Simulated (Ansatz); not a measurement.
**Al2BAs3: rattling a relaxed structure**

The cell was found from a structure generator's guess, not taken from experiment.

Method: DFT PBE, scalar-relativistic, plane waves, PAW (Ansatz 0.2.0). Cutoff 420 eV; k points 12×12×4 on the computed 6-atom cell (Γ-centred); Gaussian smearing, width 0.02 eV; no spin polarisation.

The cell below (6 atoms, space group P3m1 (No. 156)) is relaxed within its symmetry.

```yaml
crystal:
  lattice:
    - [3.83889, 0.00000, 0.00000]
    - [-1.91944, 3.32458, 0.00000]
    - [0.00000, 0.00000, 9.56348]
  atoms:
    - { symbol: Al, position: [0.00000, 0.00000, 0.98949] }
    - { symbol: Al, position: [0.66667, 0.33333, 0.34487] }
    - { symbol: B, position: [0.33333, 0.66667, 0.67318] }
    - { symbol: As, position: [0.00000, 0.00000, 0.24653] }
    - { symbol: As, position: [0.66667, 0.33333, 0.60481] }
    - { symbol: As, position: [0.33333, 0.66667, 0.89111] }
```

For the test a repeat of it with 12 atoms (edges 3.84, 6.65, 9.56 Å) was strained at random (σ = 1.5 % a component), the atoms were moved at random (σ = 0.10 Å), and all was relaxed again on a coarse 4×2×2 mesh (in the run’s order of axes) with 0.10 eV smearing, with no symmetry imposed.

Task: Is the structure stable against such a distortion?

Result: It returns, within 1 meV/atom of the unmoved cell on that mesh and with the same symmetry when read at 0.1 Å (Cm at 0.01 Å, so small strains and shifts remain). No instability shows in this cell; modes of other wave vectors, which need another repeat, aren't tested. Another cell of Al2BAs3 relaxed alike, in I-4m2, lies 18 meV/atom lower, so this cell isn't the stable form at this level.
